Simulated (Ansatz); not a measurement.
Method: DFT PBE, scalar-relativistic, plane waves, PAW (Ansatz). The final run on the 12-atom cell used 420 eV, a Γ-centred 12×12×4 mesh, 0.10 eV smearing and no spin polarisation.

Formation energies are uncorrected and refer to the elements' standard structures at the same level (N₂ as a molecule).

Task: Suggest a trial structure for a tetragonal metal with formula TaTi₅N₆, with a formation energy near −1.58 eV/atom and about 10 Å³ per atom, in a cell of 12 atoms.

Result: TaTi₅N₆, space group P4/mmm (No. 123). Ti on a site of symmetry 4/mmm is surrounded by 6 N at 2.11–2.14 Å; Ti on a site of symmetry 4mm has 6 N at 2.12–2.14 Å; Ta is surrounded by 6 N at 2.14–2.17 Å, 4 Ta at 3.03 Å and 8 Ti at 3.08 Å; N on a site of symmetry 4mm is surrounded by 6 Ti at 2.08–2.14 Å; 4 more sites not described.

```
Ti Ta N
1.0
     3.03178    0.00000    0.00000
     0.00000    3.03178    0.00000
     0.00000    0.00000   12.81230
Ti Ta N
5 1 6
Direct
  0.00000 0.00000 0.00000
  0.50000 0.50000 0.16510
  0.00000 0.00000 0.32695
  0.00000 0.00000 0.67305
  0.50000 0.50000 0.83490
  0.50000 0.50000 0.50000
  0.00000 0.00000 0.16446
  0.50000 0.50000 0.33048
  0.00000 0.00000 0.50000
  0.50000 0.50000 0.66952
  0.00000 0.00000 0.83554
  0.50000 0.50000 0.00000
```

| Property | Result |
| --- | --- |
| Volume per atom | 9.81 Å³ |
| Density | 7.11 g/cm³ |
| Energy over the elements | −1.58 eV/atom |
| Gap on the 12×12×4 mesh of the 12-atom cell | 0 eV (a metal) |

The structure comes from a generated guess, relaxed at this level; another structure or a mixture of phases may lie lower. Other answers may fit too; this one was computed.

These runs have no spin–orbit coupling, which can matter for Ta. A later test with randomly moved atoms came back to the same energy, though modes that don't fit the test's cell weren't probed.
